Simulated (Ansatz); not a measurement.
SiRu2:
Space group Pnma (No. 62); a = 5.2635 Å, b = 4.0056 Å, c = 7.3895 Å, α = 90.00°, β = 90.00°, γ = 90.00°

```tsv
atom	site	symmetry	x	y	z
Si	4c	.m.	0.2003	0.7500	0.4023
Ru	4c	.m.	0.4860	0.2500	0.2125
Ru	4c	.m.	0.1670	0.7500	0.0654
```

Relaxed at zero pressure with plane-wave PAW r²SCAN (Ansatz code).

Task: The volume is lowered by 3 % and shape and atoms relax at that volume. What pressure results, and how do the axes share the change?

Result: 9.1 GPa; a -1.3 %, b -0.9 %, c -0.8 %; the energy rises by 11 meV/atom.

Task: Give the new structure.

Result: 
Space group Pnma (No. 62); a = 5.1941 Å, b = 3.9697 Å, c = 7.3293 Å, α = 90.00°, β = 90.00°, γ = 90.00°

| atom | site | symmetry | x | y | z |
|---|---|---|---|---|---|
| Si | 4c | .m. | 0.1981 | 0.7500 | 0.4022 |
| Ru | 4c | .m. | 0.4841 | 0.2500 | 0.2134 |
| Ru | 4c | .m. | 0.1682 | 0.7500 | 0.0654 |

The phase is kept; no other phase was compared at this pressure.

The workflow started from a Materials Project entry (that database holds measured and hypothetical structures alike); the Crystallography Open Database copy checked does not list it. Whether it is the stable phase at ambient conditions was not checked. The r²SCAN relaxation kept the symmetry of its start; whether a distortion lowers the energy is not shown. The run is not spin-polarised.

Potentials: the later of the program's two PAW sets.
